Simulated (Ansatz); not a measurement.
# ZnCd₂S₃: rattling a relaxed structure

The cell was found from a structure generator's guess, not taken from experiment.

Computed with DFT PBE, scalar-relativistic, plane waves, PAW in Ansatz. Cutoff 420 eV; k points 12×12×2 on the computed 12-atom cell (Γ-centred); Gaussian smearing, width 0.02 eV; no spin polarisation.

The cell below (12 atoms, space group P6_3mc (No. 186)) is relaxed within its symmetry.

```yaml
crystal:
  lattice:
    - [4.06742, 0.00000, 0.00000]
    - [-2.03371, 3.52249, 0.00000]
    - [0.00000, 0.00000, 20.12484]
  atoms:
    - { symbol: Zn, position: [0.00000, 0.00000, 0.99998] }
    - { symbol: Zn, position: [0.00000, 0.00000, 0.49998] }
    - { symbol: Cd, position: [0.33333, 0.66667, 0.16385] }
    - { symbol: Cd, position: [0.66667, 0.33333, 0.66385] }
    - { symbol: Cd, position: [0.66667, 0.33333, 0.33823] }
    - { symbol: Cd, position: [0.33333, 0.66667, 0.83823] }
    - { symbol: S, position: [0.00000, 0.00000, 0.11690] }
    - { symbol: S, position: [0.00000, 0.00000, 0.61690] }
    - { symbol: S, position: [0.33333, 0.66667, 0.29058] }
    - { symbol: S, position: [0.66667, 0.33333, 0.79058] }
    - { symbol: S, position: [0.66667, 0.33333, 0.46546] }
    - { symbol: S, position: [0.33333, 0.66667, 0.96546] }
```

For the test it was strained at random (σ = 1.5 % a component), the atoms were moved at random (σ = 0.10 Å), and all was relaxed again on a coarse 6×6×1 mesh (in the run’s order of axes) with 0.10 eV smearing, with no symmetry imposed.

Task: Is the structure stable against such a distortion?

Result: It returns, within 1 meV/atom of the unmoved cell on that mesh and with the same symmetry when read at 0.1 Å (Cmc2_1 at 0.01 Å, so small strains and shifts remain). So it is stable against the distortions that fit this cell and that this random move excites. Modes that don't fit the cell aren't tested.
